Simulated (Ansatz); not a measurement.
SiGe (wurtzite, P6_3mc), plane-wave PAW PBEsol (Ansatz code). The conduction-band minimum lies at M, with 3 equivalent valleys. Second derivatives d²E/dk² of the lowest band at one valley (eV·Å²), along Cartesian directions:

```json
[
 {"direction": "[100]", "d²E/dk²": "70.67"},
 {"direction": "[010]", "d²E/dk²": "6.521"},
 {"direction": "[001]", "d²E/dk²": "6.552"},
 {"direction": "[110]", "d²E/dk²": "38.62"},
 {"direction": "[101]", "d²E/dk²": "38.64"},
 {"direction": "[011]", "d²E/dk²": "6.534"}
]
```

Question: Find the principal effective masses, the density-of-states mass and the conductivity mass.

Answer: Off-diagonal terms follow from H_xy = H[110] − (H_xx + H_yy)/2, and m*/mₑ = 7.620 eV·Å² over each eigenvalue: 0.11, 1.2, 1.2. One valley's DOS mass (m₁m₂m₃)^(1/3) = 0.53, conductivity mass 3/(Σ 1/mᵢ) = 0.27 mₑ.

Question: What effective density of states Nc follows at 300 K for parabolic valleys?

Answer: Nc = 2.509e19 × 3 × (0.53)^(3/2) ≈ 2.9e19 cm⁻³.

The first step of the workflow began from a Materials Project structure, measured or hypothetical; the Crystallography Open Database copy checked does not list it. Whether it is the stable phase at ambient conditions was not checked. The cell was relaxed with PBEsol under the symmetry of its start; its stability against distortions is not shown here. Spin–orbit coupling is left out wherever it is not named.

Potentials: the earlier of the program's two PAW sets. The files were generated under PBE; for other functionals the program regenerates the frozen cores, and for LDA and PBEsol the local potential too.

Edges and masses are those of Kohn–Sham bands, whose gap is no quasiparticle gap.
